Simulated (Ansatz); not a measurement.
## What DFT gives for LuSn3Au

```
Lu Au Sn
1.0
     0.00000    4.81670    0.00000
     4.81670    0.00000    0.00000
     2.40835    2.40835   -5.35447
Lu Au Sn
1 1 3
Cartesian
  0.0000 0.0000 0.0000
  2.4083 2.4083 -1.5198
  4.8167 4.8167 -4.2794
  4.8167 2.4083 -2.6803
  2.4083 4.8167 -2.6803
```

The numbers come from plane-wave PAW DFT (Ansatz): PBE, no spin polarisation, 420 eV, 8×8×8 Γ-centred k points, gaussian occupations (width 0.0806 eV). Nothing was relaxed.

Question: Is the cell too large or too small?

Answer: The pressure is 7.2 GPa (compression positive), so with the atoms held at these fractions the cell would first expand. The principal stresses 5.9, 7.9, 7.9 GPa differ, so its shape would change too.

Question: Which element gives electrons and which takes them?

Answer: Bader charges in e: Lu +1.38, Sn -0.30 to +0.03, Au -1.15. In the mean Lu gives up most and Au takes most.

Question: What is the formation energy?

Answer: 0.01 eV an atom against the elements' usual phases (free molecules for gases, crystals otherwise, with no correction for O₂ or N₂), too near zero to call. Relaxing would lower it.

Question: What do density and ELF say about some of the short contacts?

Answer: Au–Sn at 2.59 Å: least valence density 0.46 e/Å³ and ELF 0.36 there. Sn–Sn at 2.89 Å: least valence density 0.29 e/Å³ and ELF 0.48 there. Lu–Sn at 3.57 Å: least valence density 0.10 e/Å³ and ELF 0.19 there. These are pseudo-fields; inside the PAW spheres they differ from the all-electron ones.

Question: Where is the largest force?

Answer: The largest is on Au2: 0.68 eV/Å, components (0.00, 0.00, 0.68). It makes 0° with the line to a nearest neighbour, Sn3 at 2.59 Å, pointing towards it.

Question: What happens at the Fermi level?

Answer: It is a metal, with about 2.7 states/eV a cell as the mean within 0.25 eV of the Fermi level, mostly Sn p (33 %), Lu d (22 %) and Lu s (18 %).

Origin: a known structure type with other elements, at an estimated volume, so it need not be a known compound.
